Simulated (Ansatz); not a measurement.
Here is the system:

GePd (rock salt, Fm-3m), a = b = c = 5.166 Å, α = β = γ = 90.00°; the cell used has 2 atoms.

This is the r²SCAN-relaxed structure.

Task: All from plane-wave PAW r²SCAN (Ansatz code), unless another level is named. Predict the bulk modulus (Birch–Murnaghan fit).

Result: 120 GPa.

Task: Give the elastic constants (relaxed ions, GPa).

Result: C11 = 180, C12 = 91.3, C44 = -10.6.

A made-up cell: these elements were put on the sites of a structure type; neither database checked (COD, Materials Project) lists it. COD files the formula under space group No. 62, so this cell is another polymorph or a model. Its standing as an ambient phase is unchecked. Symmetry was held in the r²SCAN relaxation. At this level the phase is mechanically unstable. The run is not spin-polarised. As this level gives no gap, shear constants depend on the k-mesh and smearing (Fermi–Dirac, 0.1 eV here).

Potentials: the later of the program's two PAW sets.
